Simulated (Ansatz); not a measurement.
Computed with DFT PBE, scalar-relativistic, plane waves, PAW in Ansatz 0.2.0. Cutoff 420 eV, Γ-centred meshes of about 0.25 Å⁻¹ or finer for metals and 0.3 Å⁻¹ for insulators (2π included), Gaussian smearing. No spin polarisation.

These are static total energies at zero pressure.

Two relaxed structures of BeTe3:

A.

```
Be Te
1.0
     3.90958    0.00000    0.00000
     0.00000    3.90958    0.00000
     0.00000    0.00000    7.76500
Be Te
1 3
Direct
  0.00000 0.00000 0.00000
  0.50000 0.00000 0.18184
  0.00000 0.50000 0.81816
  0.50000 0.50000 0.50000
```

B.

```
Be Te
1.0
     3.85523    0.00000    0.00000
     0.00000    3.85523    0.00000
     0.00000    0.00000   16.38554
Be Te
2 6
Direct
  0.00000 0.50000 0.09020
  0.50000 0.00000 0.90980
  0.50000 0.50000 0.17812
  0.50000 0.50000 0.82188
  0.00000 0.00000 0.00000
  0.00000 0.50000 0.36315
  0.00000 0.00000 0.50000
  0.50000 0.00000 0.63685
```

Question: Which would you expect to be lower, and how large is the difference?

Answer: They are level within the accuracy (5 meV/atom apart, with B the lower in these runs). A has space group P-4m2 (No. 115), 29.7 Å³/atom and no gap on its mesh; B has space group P-4m2 (No. 115), 30.4 Å³/atom and no gap. Counting Te atoms around Be (those within 1.25 times the shortest such distance or 1.15 times the sum of covalent radii, 1.27 where that leaves under three), A and B both have Be 4. B holds Te–Te nets (shortest 2.96 Å); in A the shortest Te–Te distance is 3.15 Å, near bonding range too. Even the lower one lies +0.06 eV/atom against the reference forms of the elements (uncorrected), so neither is stable at this level. Both come from trial cells of a structure search, whose lowest cell (P1, 33.1 Å³/atom) lies 166 meV/atom below the lower of the two.

For metals, differences of a few meV/atom aren't resolved. Weakly bound directions are ill-defined at this level, which has no dispersion term (P-4m2 at 30.4 Å³/atom), and this can change margins and order among such cells. These runs have no spin–orbit coupling, which can matter for Te. Cells relaxed within their symmetry can be saddle points. Some types were kept out of the candidates beforehand, so the set may lack a known form.
